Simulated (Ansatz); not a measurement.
# Calculated 35Cl nuclear quadrupole resonance for PbCl3

Cell: a COD entry.

Space group P6_3/mmc (No. 194); a = 8.3732, c = 13.9808 Å, γ = 120.00°.

```csv
site,Wyckoff,site symmetry,x,y,z
Pb,4f,3m.,0.3333,0.6667,0.3886
Cl5,6h,mm2,0.1893,0.8107,0.2500
Cl11,6g,.2/m.,0.5000,0.0000,0.5000
```

One atom of each set is listed.

All values are calculated (Ansatz; DFT, PBE, plane waves and PAW, scalar-relativistic, 420 eV cutoff, Γ-centred 5×5×3 k-points, Fermi–Dirac smearing 0.05 eV), not measured.

35Cl: I = 3/2, Q = -81.12 mb (year-2017 value). Static lattice, zero field.

(1) At which frequencies do the 35Cl NQR lines lie?

(2) And for Cl-37 (I = 3/2, Q = -63.93 mb) on Cl11?

## Answers

(1) For I = 3/2 there is one line, ν = (|C_Q|/2)(1 + η²/3)^½.

```
site  atoms  V_zz (10²¹ V/m²)  C_Q (MHz)     η  line frequencies (MHz)
 Cl5      6            -16.41       32.2  0.47                    16.7
Cl11      6              27.8      -54.5  0.03                    27.3
```

(2) C_Q scales with Q to -43.0 MHz, with lines at 21.5 MHz.

At Cl5 V_zz stands upright on the plane of its two bonds (within 1°). At Cl11 V_zz points along the line of its two bonds (within 1°).

The largest force is 0.6 eV/Å, so the atoms aren't at the calculated equilibrium and relaxing them would move these values. Without spin–orbit coupling the gradients at and beside Pb can be off by some per cent, at some sites by more. With a gap of 0.16 eV under a smearing of 0.05 eV the band edges are partly filled, so small gradients can hang on the smearing and the k-mesh.

The run took 66 s of wall time (66 s of CPU time) and 1.2 GiB at its peak, on 1 thread of Arm Neoverse V2 (aarch64; 8 cores open to the job, memory cap 3.0 GiB, no GPU), a shared host with a load of 0.8 a core.
